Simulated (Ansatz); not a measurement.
### Question
Each is relaxed and computed with r²SCAN (plane waves, PAW; program Ansatz). Which is the only metal?
A) SiBi2O5, Cmcm (Pearson symbol oS32)
B) AlCrB, Cmcm (Al on 4c, B on 4c, Cr on 4c)
C) BP, wurtzite
D) BAs, zinc blende

### Answer
B, AlCrB, Cmcm (Al on 4c, B on 4c, Cr on 4c). AlCrB: metal; SiBi2O5: gap 3.29 eV (indirect); BP: gap 1.19 eV (indirect); BAs: gap 1.37 eV (indirect). Typed or built starts, not in the databases checked: AlCrB, Cmcm (Al on 4c, B on 4c, Cr on 4c); SiBi2O5, Cmcm (Pearson symbol oS32). Not the usual ambient phase: BP, wurtzite. Began spin-polarised and lost the moments: AlCrB, Cmcm (Al on 4c, B on 4c, Cr on 4c). All cells were relaxed under the symmetry of their starts (and spin orders); stability against distortions was not tested throughout. Spin–orbit coupling is left out wherever it is not named.

Potentials: the earlier of the program's two PAW sets.
